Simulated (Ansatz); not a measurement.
Li, first-principles data

Li:
```xyz
1
Lattice="2.7341 0.0000 0.0000 0.0000 2.7341 0.0000 0.0000 0.0000 2.7341" Properties=species:S:1:pos:R:3 pbc="T T T"
Li     0.0000     0.0000     0.0000
```

Space group Pm-3m (No. 221), simple cubic; conventional cell a = 2.734 Å, b = 2.734 Å, c = 2.734 Å, α = 90.00°, β = 90.00°, γ = 90.00°.

Method: plane-wave PAW PBE (Ansatz code). Geometry: relaxed at this level of theory. Other levels are named where they apply.

**Cell and energy**

| Quantity | Value |
|---|---|
| Volume per atom | 20.44 Å³ |
| Density | 0.56 g/cm³ |

**Electronic structure**

| Property | Value |
|---|---|
| Electronic character | metallic (no gap) |
| Density of states at the Fermi level | 0.40 states/eV per atom (mean over ±0.08 eV) |

**Mechanics**

| Property | Result |
|---|---|
| Bulk modulus (Birch–Murnaghan fit) | 12.2 GPa |
| Pressure derivative B′ | 3.3 |
| Elastic constants (relaxed ions, GPa) | C11 = 57.5, C12 = -10.5, C44 = -6.3 |
| Mechanical stability | unstable (C has a negative eigenvalue) |

**Phonons**

| Item | Result |
|---|---|
| Dynamical stability on the path | unstable, down to 173i cm⁻¹ |

The cell is a constructed one: a structure type filled with these elements; neither database checked (COD, Materials Project) lists it. It is not the phase usual at ambient conditions (space group No. 229). The PBE relaxation kept the symmetry of its start. As this level gives no gap, shear constants depend on the k-mesh and smearing (Fermi–Dirac, 0.1 eV here). As this level gives no gap, phonon frequencies hold no LO–TO term and depend on the k-mesh and smearing (Fermi–Dirac, 0.1 eV here).

Potentials: the later of the program's two PAW sets.
